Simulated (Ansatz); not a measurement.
This cell of Pb (fcc, Cu type) is off equilibrium:

```xyz
4
Lattice="5.0341 0.0000 0.0000 0.0000 5.0341 0.0000 0.0000 0.0000 5.0341" Properties=species:S:1:pos:R:3 pbc="T T T"
Pb     0.0000     0.0000     0.0000
Pb     1.9321     2.5171    -1.1700
Pb     2.5171     0.0000     2.5171
Pb     0.0000     2.5171     2.5171
```

Computed with PBE (plane waves to 420 eV, PAW, scalar-relativistic; Ansatz, a first-principles code). k mesh 8×8×8 (Γ-centred), Fermi-Dirac smearing 0.05 eV. The energy includes the smearing's −TS. Stress and pressure are positive under compression. With partly filled bands, energies and forces of such displacements shift with the k mesh and the smearing. On this mesh the relaxed cell isn't quite at rest: it carries a pressure of 0.2 GPa (compression positive) at the zero of the scan. Pb was relaxed with its symmetry unable to fall. Spin-orbit coupling is left out, though Pb is heavy. The PAW data are Ansatz's earlier set. The relaxed volume of Pb is well above the measured one; the method has no dispersion term.

Problem. Predict the force on every atom, in eV/Å.

Solution. 
```json
[
 {"atom": "Pb1", "Fx": "-0.292", "Fy": "0.000", "Fz": "0.222"},
 {"atom": "Pb2", "Fx": "7.102", "Fy": "0.000", "Fz": "6.791"},
 {"atom": "Pb3", "Fx": "0.698", "Fy": "0.000", "Fz": "-1.390"},
 {"atom": "Pb4", "Fx": "-7.507", "Fy": "0.000", "Fz": "-5.623"}
]
```

Problem. Give the stress tensor in GPa and the pressure.

Solution. 
```
   19.8      0.0     11.8
    0.0      7.5      0.0
   11.8      0.0     10.9
```
The pressure, a third of the trace, is 12.7 GPa.

Problem. In it atom 2 sits (-0.585, 0.000, -1.170) Å away from its relaxed site. What is its energy relative to the relaxed cell?

Solution. 3278 meV/cell.

(For displaced atoms, the force is minus the slope of the energy, and its curvature is a force constant, which sets phonon frequencies.)
